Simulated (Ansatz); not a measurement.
The relaxed structure here is a generated cell of Ir: the first start was made by placing the elements on the sites of a structure type, and the end was not matched to a known phase here, so it may be hypothetical. Known forms of Ir include space group No. 225.

A relaxed cell of Ir (P6₃/mmc (No. 194)), relaxed on a k-mesh at least as fine as the one used below. Level of theory: PBEsol (plane waves to 420 eV, PAW, scalar-relativistic; Ansatz, a first-principles code). Γ-centred k-mesh 9×5×7 on the run's cell (coarser than for final values), Fermi–Dirac smearing 0.05 eV.

```xyz
8
Lattice="4.2277 0.0000 0.0000 -4.2277 7.3225 0.0000 0.0000 0.0000 4.8122" Properties=species:S:1:pos:R:3 pbc="T T T"
Ir     0.0000     0.0000     1.2030
Ir    -2.1138     3.6613     1.2030
Ir     0.0000     0.0000     3.6091
Ir    -2.1138     3.6613     3.6091
Ir     0.0000     2.4408     1.2030
Ir    -2.1138     6.1021     1.2030
Ir     2.1138     1.2204     3.6091
Ir     0.0000     4.8817     3.6091
```

The atoms are displaced by (Å):

```csv
atom,ux,uy,uz
Ir1,-0.057,0.074,-0.106
Ir2,-0.017,-0.127,0.083
Ir3,-0.014,-0.073,-0.016
Ir4,0.045,0.047,-0.017
Ir5,-0.103,-0.214,0.051
Ir6,0.001,0.018,-0.035
Ir7,0.029,-0.069,-0.009
Ir8,-0.075,-0.009,0.246
```

What forces (eV/Å) and pressure result?


```tsv
atom	Fx	Fy	Fz
Ir1	0.57	-3.96	0.32
Ir2	-1.11	0.17	-0.99
Ir3	1.17	-0.29	-1.90
Ir4	-1.21	0.03	0.13
Ir5	0.60	4.74	0.90
Ir6	-0.65	-1.22	-0.60
Ir7	-0.71	0.71	-0.29
Ir8	1.34	-0.19	2.43
```

Pressure +3.5 GPa.

Estimate the energy cost of the displacement in the harmonic approximation and compare with the calculation.

For a harmonic well ΔE = −½ Σ F·u = 0.531 eV a cell, or 66 meV/atom. The calculated energy relative to the undisplaced cell is +0.03 eV/atom, so anharmonic terms matter at this amplitude.

The undisplaced cell is probably no minimum: from this displacement the run went on to P6₃/mmc (No. 194), 1.57 eV/atom below it.

No spin polarisation in the result. A magnetic state may lie lower.
